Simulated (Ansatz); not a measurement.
Ni (simple cubic, Pm-3m) at seven volumes, plane-wave PAW PBEsol (Ansatz code), scaled uniformly. One row is withheld.

```json
[
 {"V (Å³/atom)": "10.912", "P (GPa)": "19.63"},
 {"V (Å³/atom)": "11.272", "P (GPa)": "11.88"},
 {"V (Å³/atom)": "11.632", "P (GPa)": "5.39"},
 {"V (Å³/atom)": "11.992", "P (GPa)": "0.00"},
 {"V (Å³/atom)": "12.351", "P (GPa)": "-4.49"},
 {"V (Å³/atom)": "12.711", "P (GPa)": "?"},
 {"V (Å³/atom)": "13.071", "P (GPa)": "-11.46"}
]
```

Q: Fit the shown pressures and predict the withheld one.

A: P = (3/2)B₀(x^(7/2) − x^(5/2))[1 + (3/4)(B′ − 4)(x − 1)] with x = (V₀/V)^(2/3). Least squares on the six rows gives V₀ = 11.992 Å³/atom, B₀ = 164 GPa, B′ = 4.96. At V = 12.711, x = 0.9619 and P = -8.27 GPa. The run itself gave -8.28 GPa.

A made-up cell: these elements were put on the sites of a structure type; neither database checked (COD, Materials Project) lists it. It is not the phase usual at ambient conditions (space group No. 225). The PBEsol relaxation kept the symmetry of its start. At this level the phase is mechanically unstable. The final state is ferromagnetic, chosen from 3 collinear starts compared on coarse meshes (ties went to the first, and starts can fall back to one state), not a proven ground state.

Potentials: the later of the program's two PAW sets.
